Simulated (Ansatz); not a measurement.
GaN:
```yaml
crystal:
  lattice:
    - [3.17486, 0.00000, 0.00000]
    - [-1.58743, 2.74951, 0.00000]
    - [0.00000, 0.00000, 7.52337]
  atoms:
    - { symbol: Ga, position: [0.66667, 0.33333, 0.25000] }
    - { symbol: Ga, position: [0.33333, 0.66667, 0.75000] }
    - { symbol: N, position: [0.00000, 0.00000, 0.75000] }
    - { symbol: N, position: [0.00000, 0.00000, 0.25000] }
```

Relaxed with r²SCAN+D4. Special points in fractions of this cell's reciprocal vectors: Γ (0.000, 0.000, 0.000); M (0.500, 0.000, 0.000); K (0.333, 0.333, 0.000); A (0.000, 0.000, 0.500); L (0.500, 0.000, 0.500); H (0.333, 0.333, 0.500).

Question: List the band energies nearest the valence-band maximum at these points for DFT-r²SCAN+D4 in the program Ansatz with PAW potentials.

Answer: In eV from the valence-band maximum; about four levels below and three above (degenerate sets whole), none deeper than 8.9 eV; points with the same levels are listed once.

| k | below | above |
|---|---|---|
| Γ | -0.63 -0.63 -0.58 -0.58 | 1.45 3.91 6.12 |
| M | -2.59 -2.50 -1.27 -0.30 | 3.44 4.91 6.19 |
| K | -4.86 -4.86 -0.84 0.00 | 4.73 4.73 7.53 7.53 |
| A | -0.61 -0.61 -0.61 -0.61 | 2.69 2.69 7.34 7.34 |
| L | -2.55 -2.55 -0.82 -0.82 | 4.58 4.58 5.52 5.52 |
| H | -4.88 -4.88 -0.44 -0.44 | 4.98 4.98 7.15 7.15 |

Space group P6_3/mmc. The first step of the workflow began from a Materials Project structure, measured or hypothetical; the Crystallography Open Database copy checked does not list it. It is not the phase usual at ambient conditions (space group No. 186, 216). The r²SCAN+D4 relaxation kept the symmetry of its start; of distortions, only those at the zone centre were tested, and some modes there are weakly imaginary. Scalar-relativistic: spin–orbit coupling is off unless named, which matters more the heavier the elements.

Potentials: the later of the program's two PAW sets.
